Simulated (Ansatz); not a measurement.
A sublattice moved along a line in Mg₂C₃

Computed with DFT r2SCAN, scalar-relativistic, plane waves, PAW (Ansatz). Cutoff 500 eV, Γ-centred 8×8×6 k-points, Gaussian smearing of 0.05 eV. No spin polarisation. Energies are free energies at this smearing, counted from the undisturbed cell; pressure is positive in compression.

The undisturbed cell (relaxed at this level; it needn't be the usual structure):

```
Mg C
1.0
     2.38702   -2.33941   -0.00634
     2.38702    2.33941   -0.00634
    -1.22536    0.00000    4.85842
Mg C
2 3
Direct
  0.80824 0.80824 0.19843
  0.19176 0.19176 0.80157
  0.30417 0.30417 0.26146
  0.69583 0.69583 0.73854
  0.50000 0.50000 0.50000
```

Every C atom is moved by x along the Cartesian unit vector (1.000, 0.000, 0.000); the cell and all other atoms stay fixed.

```tsv
x (Å)	ΔE (meV/cell)
-0.1000	39.7
-0.0500	9.8
0.0000	0.0
0.0250	2.4
0.0625	15.3
0.0750	22.1
0.0875	30.2
```

Question: Predict the force along x on the moved atoms (eV/Å) at each point.

Answer:
| x (Å) | force along x on the moved atoms (eV/Å) |
| --- | --- |
| -0.1000 | 0.81 |
| -0.0500 | 0.39 |
| 0.0000 | 0.00 |
| 0.0250 | -0.19 |
| 0.0625 | -0.49 |
| 0.0750 | -0.60 |
| 0.0875 | -0.70 |

Cost: 7 runs of about 2.3 core-minutes in all, on Arm Neoverse V2 (shared hosts).